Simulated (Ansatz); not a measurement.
Relaxed-ion elastic tensor of LaH₃ in space group Fm-3m (No. 225; La on 4a, H on 4b, H on 8c) in GPa (Voigt order), r²SCAN (plane waves, PAW; program Ansatz); density 5.45 g/cm³, 10.82 Å³ per atom.

|  | 1 | 2 | 3 | 4 | 5 | 6 |
|---|---|---|---|---|---|---|
| 1 | 88.2 | 77.6 | 77.6 | 0.0 | 0.0 | 0.0 |
| 2 | 77.6 | 88.2 | 77.6 | 0.0 | 0.0 | 0.0 |
| 3 | 77.6 | 77.6 | 88.2 | 0.0 | 0.0 | 0.0 |
| 4 | 0.0 | 0.0 | 0.0 | 84.4 | 0.0 | 0.0 |
| 5 | 0.0 | 0.0 | 0.0 | 0.0 | 84.4 | 0.0 |
| 6 | 0.0 | 0.0 | 0.0 | 0.0 | 0.0 | 84.4 |

### Question
Is the crystal mechanically stable?

### Answer
Yes: the smallest eigenvalue of C is 10.6 GPa.

### Question
Work out the Voigt and Reuss bounds. Is their mean of use?

### Answer
K_V = 81.1, K_R = 81.1; G_V = 52.8, G_R = 12.1 GPa. The bounds lie so far apart that a Hill average or a Debye temperature from it would say little.

The first step of the workflow began from a Materials Project structure, measured or hypothetical; the Crystallography Open Database copy checked does not list it. Its standing as an ambient phase is unchecked. The cell was relaxed with r²SCAN under the symmetry of its start. At this level the phase is dynamically unstable (imaginary phonons). Spin–orbit coupling is left out wherever it is not named.

Potentials: the later of the program's two PAW sets.
